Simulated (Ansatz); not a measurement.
Cl:
```cif
data_Cl8
_chemical_formula_sum 'Cl8'
_space_group_name_H-M_alt 'Cmce'
_space_group_IT_number 64
_space_group_name_Hall '-C 2ac 2'
_cell_length_a 6.18744
_cell_length_b 3.71287
_cell_length_c 7.79469
_cell_angle_alpha 90.000
_cell_angle_beta 90.000
_cell_angle_gamma 90.000
loop_
_space_group_symop_operation_xyz
  'x, y, z'
  '-x, -y, -z'
  '-x+1/2, -y, z+1/2'
  'x+1/2, y, -z+1/2'
  'x, -y, -z'
  '-x, y, z'
  '-x+1/2, y, -z+1/2'
  'x+1/2, -y, z+1/2'
  'x+1/2, y+1/2, z'
  '-x+1/2, -y+1/2, -z'
  '-x, -y+1/2, z+1/2'
  'x, y+1/2, -z+1/2'
  'x+1/2, -y+1/2, -z'
  '-x+1/2, y+1/2, z'
  '-x, y+1/2, -z+1/2'
  'x, -y+1/2, z+1/2'
loop_
_atom_site_label
_atom_site_type_symbol
_atom_site_symmetry_multiplicity
_atom_site_Wyckoff_symbol
_atom_site_fract_x
_atom_site_fract_y
_atom_site_fract_z
_atom_site_occupancy
Cl1 Cl 8 f 0.00000 0.36250 0.38651 1
```
(The calculation used a cell of 4 atoms; values per cell refer to that cell.)

Relaxed with LDA.

**Question.** Which orbitals make up the states near the band edges in LDA (plane waves, PAW; program Ansatz)?

**Answer.** Top 1 eV of the valence band: Cl 3p 98 %. Bottom 1 eV of the conduction band: Cl 3p 92 %. Projections are on Löwdin-orthogonalised atomic valence shells; empty p or d shells of many metals are not among them.

**Question.** Tabulate the density of states.

**Answer.** States/eV per cell of 4 atoms, in 0.25 eV bins, energy from the valence-band maximum.

```tsv
E (eV)	total	Cl 3p	Cl 3s
-7.85	0.00	0.00	0.00
-7.60	0.00	0.00	0.00
-7.35	0.00	0.00	0.00
-7.10	0.00	0.00	0.00
-6.85	0.00	0.00	0.00
-6.60	0.00	0.00	0.00
-6.35	1.94	1.84	0.08
-6.10	3.50	3.28	0.19
-5.85	3.60	3.32	0.25
-5.60	2.25	2.05	0.18
-5.35	1.53	1.37	0.14
-5.10	1.22	1.08	0.12
-4.85	1.21	1.10	0.10
-4.60	1.61	1.49	0.10
-4.35	2.70	2.60	0.08
-4.10	3.19	3.10	0.07
-3.85	3.58	3.46	0.09
-3.60	2.88	2.78	0.07
-3.35	3.07	2.98	0.05
-3.10	3.72	3.64	0.05
-2.85	5.23	5.13	0.05
-2.60	4.35	4.26	0.05
-2.35	2.24	2.19	0.02
-2.10	0.55	0.54	0.00
-1.85	0.66	0.65	0.00
-1.60	2.37	2.31	0.03
-1.35	5.06	4.92	0.09
-1.10	4.91	4.79	0.07
-0.85	4.84	4.75	0.05
-0.60	6.28	6.18	0.05
-0.35	6.73	6.64	0.05
-0.10	0.80	0.79	0.00
0.15	0.00	0.00	0.00
0.40	0.00	0.00	0.00
0.65	0.00	0.00	0.00
0.90	0.00	0.00	0.00
1.15	0.00	0.00	0.00
1.40	0.00	0.00	0.00
1.65	0.00	0.00	0.00
1.90	1.47	1.32	0.11
2.15	2.63	2.40	0.16
2.40	5.05	4.66	0.22
2.65	5.11	4.78	0.16
2.90	1.74	1.64	0.05
3.15	0.00	0.00	0.00
3.40	0.00	0.00	0.00
3.65	0.00	0.00	0.00
3.90	0.00	0.00	0.00
4.15	0.00	0.00	0.00
4.40	0.00	0.00	0.00
4.65	0.00	0.00	0.00
4.90	0.00	0.00	0.00
5.15	0.00	0.00	0.00
5.40	0.00	0.00	0.00
5.65	0.00	0.00	0.00
5.90	0.00	0.00	0.00
6.15	0.00	0.00	0.00
6.40	0.00	0.00	0.00
6.65	0.01	0.00	0.00
```

Symmetry was held in the LDA relaxation. The substance is a gas or liquid at ambient conditions; this is its low-temperature solid. The volume lies over 15 % below that of the usual cell of this phase: another minimum, or an error of the functional. A crystal of weakly bound units computed without a dispersion correction: the cell and the soft elastic constants depend strongly on that.

Potentials: the earlier of the program's two PAW sets.
